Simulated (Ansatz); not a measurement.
# G0W0 run on BAs (F-43m)

All numbers below come from G0W0@PBE, plasmon-pole screening, soft PAW set, first generation in Ansatz.

The input was:

```json
{
 "crystal": {"lattice": [[0.0, 2.3885, 2.3885], [2.3885, 0.0, 2.3885], [2.3885, 2.3885, 0.0]], "atoms": [{"symbol": "B", "position": [0, 0, 0]}, {"symbol": "As", "position": [0.25, 0.25, 0.25]}]},
 "kpoints": {"mp_grid": {"grid": [8, 8, 8], "shift": [0, 0, 0]}},
 "hamiltonian": {"xc": "pbe", "pseudopotentials": {"kind": "paw"}},
 "scf": {"occupations": {"method": "fixed"}, "convergence": {"dr2_threshold": "1e-9 eV"}, "lower_state_search": "off"},
 "output": {"forces": false, "stress": false},
 "gw": {"n_empty_bands": 133, "ecut_chi": 113.3, "qp_bands": ["v1", "c1"], "qp_kpoints": [[0, 0, 0], [0, 0.5, 0.5], [0, 0, 0.5]], "ecutfock_ratio": 2}
}
```

The input is rewritten from the run's settings (development build, wave cutoff 420 eV).

Linearised quasiparticle energies, zero at the top filled Kohn-Sham level among these points. VB is the top filled band, CB the lowest empty one. The wave cutoff came out at 420 eV.

| k | band | ε_KS (eV) | Σx − Vxc (eV) | Σc (eV) | Z | ε_QP (eV) |
| --- | --- | --- | --- | --- | --- | --- |
| Γ | VB | 0.00 | -1.30 | 0.67 | 0.80 | -0.50 |
| Γ | CB | 3.28 | 4.60 | -4.24 | 0.81 | 3.57 |
| L | VB | -1.82 | -2.15 | 1.38 | 0.80 | -2.44 |
| L | CB | 2.69 | 4.75 | -4.40 | 0.80 | 2.97 |
| X | VB | -4.08 | -3.10 | 2.14 | 0.79 | -4.83 |
| X | CB | 1.44 | 4.05 | -4.09 | 0.81 | 1.41 |

The gap (from Γ to X) opens from 1.44 eV to 1.91 eV.

Electronic (ion-clamped) dielectric constant on this mesh, from the head of the inverse dielectric matrix: 9.6.

Soft PAW datasets can miss an all-electron G0W0 gap by more than 5 %. Spin-orbit coupling is left out. Band sums or response are cut, so the gap isn't at its basis limit. The gap is read among the points solved; the crystal's band edges can lie elsewhere. Meshes this coarse can overestimate the dielectric constant by a tenth and more.
